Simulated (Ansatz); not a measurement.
The relaxed structure here is a generated cell of Bi: the first start was made by placing the elements on the sites of a structure type, and the end was not matched to a known phase here, so it may be hypothetical. Known forms of Bi include space group No. 166.

One stationary structure of Bi. Space group I4/mmm (No. 139). All values below come from r2SCAN (plane waves to 500 eV, PAW, scalar-relativistic; Ansatz, an electronic-structure program).

```cif
data_Bi4
_chemical_formula_sum 'Bi4'
_space_group_name_H-M_alt 'I4/mmm'
_space_group_IT_number 139
_space_group_name_Hall '-I 4 2'
_cell_length_a 4.58288
_cell_length_b 4.58288
_cell_length_c 6.86945
_cell_angle_alpha 90.000
_cell_angle_beta 90.000
_cell_angle_gamma 90.000
loop_
_atom_site_label
_atom_site_type_symbol
_atom_site_symmetry_multiplicity
_atom_site_Wyckoff_symbol
_atom_site_fract_x
_atom_site_fract_y
_atom_site_fract_z
_atom_site_occupancy
Bi1 Bi 4 e 0.00000 0.00000 0.28171 1
```
(The calculation used a cell of 2 atoms; values per cell refer to that cell.)

- Volume per atom: 36.07 Å³
- Band gap: no gap on the sampled points, where the bands overlap only slightly; such a result is sensitive to mesh and level
- Shortest distances: Bi–Bi 3.00 Å
- k-mesh: 14×14×14

No spin polarisation in the result.

The run could not lose the symmetry of its start: the end is stationary, and may be a saddle point rather than a minimum.

It was reached from a disturbed copy of a Pm-3m (No. 221) cell (simple cubic type), against which it lies -0.04 eV/atom.
